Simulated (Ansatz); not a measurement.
## Co2Si at a changed volume: Electric field gradients

The cell is an entry of the Crystallography Open Database (COD), relaxed with PBE at fixed cell and then changed (volume scaled by 1.03).

```
Co Si
1.0
     4.96670    0.00000    0.00000
     0.00000    3.77501    0.00000
     0.00000    0.00000    7.17939
Co Si
8 4
Cartesian
  4.7913 2.8313 1.5549
  0.1754 0.9438 5.6245
  2.6587 0.9438 5.1446
  2.3080 2.8313 2.0348
  4.1057 2.8313 4.0513
  0.8610 0.9438 3.1281
  3.3443 0.9438 0.4616
  1.6224 2.8313 6.7178
  1.4669 2.8313 4.3536
  3.4998 0.9438 2.8258
  1.0164 0.9438 0.7639
  3.9503 2.8313 6.4155
```

Sites (sets of like atoms) are named by element and the number of their first atom in this list.

Method: Kohn–Sham DFT in Ansatz, PBE, plane waves and PAW (field gradients read without the response of the frozen cores, which leaves them typically 4 to 6 % off), scalar-relativistic, collinear spin, 420 eV cutoff, Γ-centred 6×8×4 k-points, Fermi–Dirac smearing 0.05 eV. Start moments as typed (μB): 3 on each Co, none on the rest.

V_zz is the principal component of the electric field gradient with the largest magnitude, η = (V_xx − V_yy)/V_zz and C_Q = eQV_zz/h. Directions are in the Cartesian axes of the cell vectors above, for the atom listed; none is given where the gradient is under 0.02 or η is above 0.95.

Q: Which values are expected at the nuclei?

A: 

```
site  first atom                               first shell  V_zz (10²¹ V/m²)     η  direction of V_zz (x, y, z)
 Co1           1  5 Si at 2.37–2.62 Å, 8 Co at 2.53–2.70 Å              1.39  0.31              -0.59 0.00 0.81
 Co5           5  5 Si at 2.33–2.66 Å, 8 Co at 2.59–2.72 Å              1.23  0.93              1.00 0.00 -0.02
  Si           9                      10 Co at 2.33–2.66 Å              2.88  0.18              0.86 0.00 -0.52
```

With no gap above 0.1 eV, as in a metal, the gradients converge slowly in k; expect changes of a tenth or more on a denser mesh. At this changed cell the PBE pressure is -10 GPa. The run lost most of its start moments on Co; a state with other moments may lie lower. The magnetic order is the one that the run reached from its start moments, not necessarily the measured one (the real compound may not order at all).
